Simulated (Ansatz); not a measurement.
TaSnS in space group P4/nmm (No. 129; Ta on 2c, Sn on 2a, S on 2c), PBEsol in the plane-wave PAW code Ansatz, all energies at zero smearing, with the estimated change up to a 700 eV cutoff added, with one set of potentials and settings (totals compare only within such a set). Cell of 6 atoms (2 Ta, 2 Sn, 2 S): -33284.654 eV.

```tsv
element	reference phase	E (eV/atom)
Ta	Im-3m, 1 atoms in the cell	-9807.4091
Sn	I4_1/amd, 2 atoms in the cell	-5949.8528
S	Fddd, 32 atoms in the cell	-884.8925
```

Formation energy per atom, worked out: (-33284.654 − 2×(-9807.4091) − 2×(-5949.8528) − 2×(-884.8925))/6 = -0.058 eV/atom (-6 kJ per mol of atoms), at 0 K, without zero-point energy or fitted corrections.

The start of the workflow was typed in or built on a structure type; neither database checked (COD, Materials Project) lists it. Its standing as an ambient phase is unchecked. Symmetry was held in the PBEsol relaxation. At this level the phase is dynamically unstable (imaginary phonons). No spin polarisation was allowed. The volume moved by -21 % from the start of the relaxation. The references are the lowest solids computed at this level, not always the standard phases. Spin–orbit coupling is left out wherever it is not named.

Potentials: the earlier of the program's two PAW sets. The files were generated under PBE; for other functionals the program regenerates the frozen cores, and for LDA and PBEsol the local potential too.
